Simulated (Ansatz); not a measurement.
A geometry of YN away from equilibrium: the start of the relaxation of a relaxed YN cell with every coordinate shifted by Gaussian noise of σ = 0.1 Å. Level of theory: r2SCAN (plane waves to 500 eV, PAW, scalar-relativistic; Ansatz, an electronic-structure program). Γ-centred k-mesh 12×12×12 on the run's cell, Fermi–Dirac smearing 0.05 eV.

```xyz
2
Lattice="0.0000 2.4477 2.4477 2.4477 0.0000 2.4477 2.4477 2.4477 0.0000" Properties=species:S:1:pos:R:3:forces:R:3 pbc="T T T" free_energy=-4248.345 pressure_GPa=3.9
N     -0.1538    -0.1004    -0.0001    0.3190    0.9410   -0.4591
Y      2.4185     2.5784     2.2909   -0.3190   -0.9410    0.4591
```

Positions in Å, forces in eV/Å, free energy of the cell in eV (comparable only within this code, potentials and settings). Largest force: 1.09 eV/Å, on N1, Y2 (atoms numbered as listed); the geometry lies 0.07 eV/atom above the end of its relaxation.

No spin polarisation in the result.
